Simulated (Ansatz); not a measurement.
VSi$_{2}$ (CrSi2 type, space group P6_222)

```xyz
9
Lattice="4.5661 0.0000 0.0000 -2.2830 3.9543 0.0000 0.0000 0.0000 6.3662" Properties=species:S:1:pos:R:3 pbc="T T T"
V      2.2830     0.0000     0.0000
V      1.1415     1.9772     2.1221
V     -1.1415     1.9772     4.2441
Si     0.0000     1.2879     0.0000
Si     3.4508     0.6439     2.1221
Si     1.1677     3.3104     4.2441
Si     2.2830     2.6665     0.0000
Si    -1.1677     3.3104     2.1221
Si     1.1153     0.6439     4.2441
```

The slice is a (-1 1 0 2) plane (indices of the conventional cell) through the point (0.500, 0.500, 0.333) (fractional), spanned by u = [110] and v = [1 -1 1] in vectors of this cell: u (4.57 Å) and v (10.15 Å, at 90° to u). It covers one period; positions are fractions (u, v).

Calculation: PBE (plane waves to 420 eV, PAW, scalar-relativistic; Ansatz, a program for electronic structure). k mesh 12×12×8. Inside the PAW spheres the values are not all-electron values, and peaks at nuclei hang on which shells count as valence. VSi2 is run without spin polarisation. VSi2 was relaxed with its symmetry unable to fall.

**Question.** Sketch the electron localisation function (ELF) on this plane as a map.

**Answer.** 
```
|x8037788408|
|10057579720|
|12368899852|
|43126998654|
|30010465223|
|10794023223|
|129x6036566|
|50462078569|
|72000387x38|
|54664366446|
|13896127984|
|02896006982|
|13896127984|
|54664366446|
|72000387x38|
|50462078569|
|129x6036566|
|10794023223|
|30010465223|
|43126998654|
|12368899852|
|10057579720|
|x8037788408|
|xx22788722x|
```
Scale: ten equal steps from 0.13 (start of '0') to 0.75 (end of '9'), in the order '0123456789'. Values: electron localisation function (ELF). The map has 11 points along u (one character each, u = 0 at the left) and 24 along v (v = 0 in the bottom row). Points within 0.5 Å of a nucleus are blanked (x), as the pseudised field means little there.
